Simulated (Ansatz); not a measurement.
**Guessed and relaxed cells of Rb2ZnO6**

The cell of Rb2ZnO6 is invented: ordered vacancies on the cation sites of perovskite (Fm-3m, No. 225) (occupants of the shared sites, in ratio, Zn: 1, vacant: 1). Its size is a rough estimate.

start.cif

```cif
data_structure
_symmetry_space_group_name_H-M 'P 1'
_symmetry_Int_Tables_number 1
_cell_length_a 5.9693
_cell_length_b 5.9693
_cell_length_c 5.9693
_cell_angle_alpha 60.000
_cell_angle_beta 60.000
_cell_angle_gamma 60.000
_cell_volume 150.40
loop_
_atom_site_label
_atom_site_type_symbol
_atom_site_fract_x
_atom_site_fract_y
_atom_site_fract_z
_atom_site_occupancy
Rb1 Rb 0.25000 0.25000 0.25000 1
Rb2 Rb 0.75000 0.75000 0.75000 1
Zn1 Zn 0.00000 0.00000 0.00000 1
O1 O 0.75000 0.25000 0.25000 1
O2 O 0.25000 0.75000 0.75000 1
O3 O 0.25000 0.75000 0.25000 1
O4 O 0.75000 0.25000 0.75000 1
O5 O 0.25000 0.25000 0.75000 1
O6 O 0.75000 0.75000 0.25000 1
```

Method: DFT PBE, scalar-relativistic, plane waves, PAW (Ansatz 0.2.0). Cutoff 420 eV, Gaussian smearing, Γ-centred meshes. Cell and atoms relax first on a coarse mesh and then on a finer one. In between, the cell is made exact in the group found at 0.06 Å. In metals the finer mesh still leaves noise of several meV/atom or more. The steps can't lower the symmetry of their start. Collinear spin is switched on along the way, since trial moments persisted in a coarse test.

end.cif

```cif
data_structure
_symmetry_space_group_name_H-M 'P 1'
_symmetry_Int_Tables_number 1
_cell_length_a 6.2409
_cell_length_b 6.2409
_cell_length_c 6.2409
_cell_angle_alpha 60.000
_cell_angle_beta 60.000
_cell_angle_gamma 60.000
_cell_volume 171.88
loop_
_atom_site_label
_atom_site_type_symbol
_atom_site_fract_x
_atom_site_fract_y
_atom_site_fract_z
_atom_site_occupancy
Rb1 Rb 0.25000 0.25000 0.25000 1
Rb2 Rb 0.75000 0.75000 0.75000 1
Zn1 Zn 0.00000 0.00000 0.00000 1
O1 O 0.78000 0.22000 0.22000 1
O2 O 0.22000 0.78000 0.78000 1
O3 O 0.22000 0.78000 0.22000 1
O4 O 0.78000 0.22000 0.78000 1
O5 O 0.22000 0.22000 0.78000 1
O6 O 0.78000 0.78000 0.22000 1
```

The symmetry stays Fm-3m (No. 225). The volume per atom grows by 14.3 %, from 16.7 to 19.1 Å³. The shortest distance goes from 2.11 Å (Zn–O) to 1.94 Å (Zn–O).

```json
{
 "Volume per atom": "19.10 Å³",
 "Density": "3.21 g/cm³",
 "Formation energy": "+0.08 eV/atom",
 "Gap on the 8×8×8 mesh of the 9-atom cell": "0 eV (a metal)",
 "Net moment per atom": "0.89 μB",
 "Moment by site": "Zn 0.3; O 1.1 (×6) μB"
}
```

Formation energies are uncorrected and refer to the elements' standard structures at the same level (O₂ as a molecule). The separate elements lie lower, so it is unstable against them.

The last run used collinear spin and Gaussian smearing of 0.10 eV. Another magnetic order may lie lower. A structure relaxed within its symmetry needn't be a true minimum. In all, the 3 runs took 5.2 min on 1 thread of Arm Neoverse V1, on a shared host. Site moments count only spheres around the atoms; the net moment includes the space between them.
